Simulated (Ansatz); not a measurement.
InSb (zinc blende)

```
InSb
1.0
    0.00000     3.27863     3.27863
    3.27863     0.00000     3.27863
    3.27863     3.27863     0.00000
Sb In
1 1
Direct
  0.75000   0.75000   0.75000
  0.00000   0.00000   0.00000
```

This relaxed cell (volume V₀) is scaled evenly in all directions, its shape held. Symmetry pins the atoms to their sites.

Computed with r2SCAN (plane waves to 500 eV, PAW, scalar-relativistic; Ansatz, an electronic-structure program). k mesh 12×12×12 (Γ-centred), Fermi-Dirac smearing 0.05 eV. The energy includes the smearing's −TS. Compression counts positive. At this level the bands of InSb touch or barely overlap; measurements give the solid a gap. InSb was relaxed with its symmetry unable to fall. Spin-orbit coupling is left out, though Sb is heavy. The PAW data are Ansatz's earlier set. The zero of ΔE is the relaxed starting cell. The last digit holds for this mesh only.

```
V (Å³/atom)  ΔE (meV/atom)
-----------  -------------
29.605               171.1
30.544               111.9
31.484                67.6
32.424                36.0
33.364                15.1
34.304                 3.6
35.244                 0.0
36.183                 3.2
37.123                12.2
38.063                26.3
39.003                44.6
39.943                66.5
40.882            withheld
```

Problem. Fit a third-order Birch-Murnaghan form (E₀, V₀, B₀, B₀′ free) to the given rows and predict ΔE at V = 40.882.

Solution. Least squares on the 12 given rows: ΔE = E₀ + (9V₀B₀/16)·y²·[2 + (B₀′ − 4)y], y = (V₀/V)^(2/3) − 1, with V₀ = 35.247 Å³/atom, B₀ = 43.36 GPa (160.2 GPa = 1 eV/Å³; the term in eV is multiplied by 1000), B₀′ = 4.78, E₀ = 0.01 meV/atom; root-mean-square residual 0.03 meV/atom. At 40.882 the fit gives 91.6 meV/atom; the calculation gives 91.6 meV/atom, the same to the digits shown. For the pressure the fit gives -4.5 GPa against the computed -4.5 GPa.

(A scan under strain: stresses follow from slopes of the energy per volume, elastic moduli from its curvatures.)
